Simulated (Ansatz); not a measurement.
CuCl (zinc blende), relaxed with HSE06 (Ansatz, a quantum-chemistry and plane-wave program, plane waves, PAW): a = b = c = 5.4482 Å, α = β = γ = 90.00°.

```
Quantity              Value
--------------------  -----
gap (eV)               2.35
B₀ by P(V) fit (GPa)   45.9
```

Task: The same phase is relaxed and computed with PBE in the same code. What are the cell and these values now?

Result: a = 5.4245 Å, b = 5.4245 Å, c = 5.4245 Å, α = 90.00°, β = 90.00°, γ = 90.00°.

gap (eV): 0.53
B₀ by P(V) fit (GPa): 48.7

All cells were relaxed under the symmetry of their starts (and spin orders); stability against distortions was not tested throughout. Rows with no word on spin ran without spin polarisation.

Potentials: the later of the program's two PAW sets.

Ansatz is a plane-wave DFT program.
